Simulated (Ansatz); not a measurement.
PtAu:
```xyz
2
Lattice="2.7815 0.0000 0.0000 -1.3908 2.4089 0.0000 0.0000 0.0000 4.7761" Properties=species:S:1:pos:R:3 pbc="T T T"
Pt     1.3908     0.8030     0.0000
Au     0.0000     0.0000     2.3881
```

Relaxed with PBEsol. Special points in fractions of this cell's reciprocal vectors: Γ (0.000, 0.000, 0.000); M (0.500, 0.000, 0.000); K (0.333, 0.333, 0.000); A (0.000, 0.000, 0.500); L (0.500, 0.000, 0.500); H (0.333, 0.333, 0.500).

Question: List the band energies nearest the Fermi level at these points for PBEsol in the plane-wave PAW code Ansatz.

Answer: In eV from the Fermi level; about four levels below and three above (degenerate sets whole), none deeper than 8.9 eV; … stands for higher levels left out; points with the same levels are listed once.

| k | below | above |
|---|---|---|
| Γ | -2.76 -2.76 -0.87 -0.50 -0.50 | 4.10 15.07 … |
| M | -3.52 -2.76 -1.22 -0.44 | 0.55 1.51 3.22 |
| K | -2.79 -1.50 -1.17 -1.01 | 3.49 4.06 5.18 |
| A | -1.98 -1.98 -0.65 -0.65 | 11.38 11.83 … |
| L | -1.70 -1.63 -1.15 -0.93 | 0.56 1.02 1.53 |
| H | -2.74 -2.63 -1.15 -0.37 | 5.59 5.63 6.16 |

Space group P-6m2. The workflow started from a Materials Project entry (that database holds measured and hypothetical structures alike); the Crystallography Open Database copy checked does not list it. With Pt and Au taken as one species the cell has the higher symmetry P6_3/mmc, so it may be an ordered model of a mixed-site phase. Whether it is the stable phase at ambient conditions was not checked. The cell was relaxed with PBEsol under the symmetry of its start; whether a distortion lowers the energy is not shown. The run is not spin-polarised. Scalar-relativistic: spin–orbit coupling is off unless named, which matters more the heavier the elements.

Potentials: the later of the program's two PAW sets.
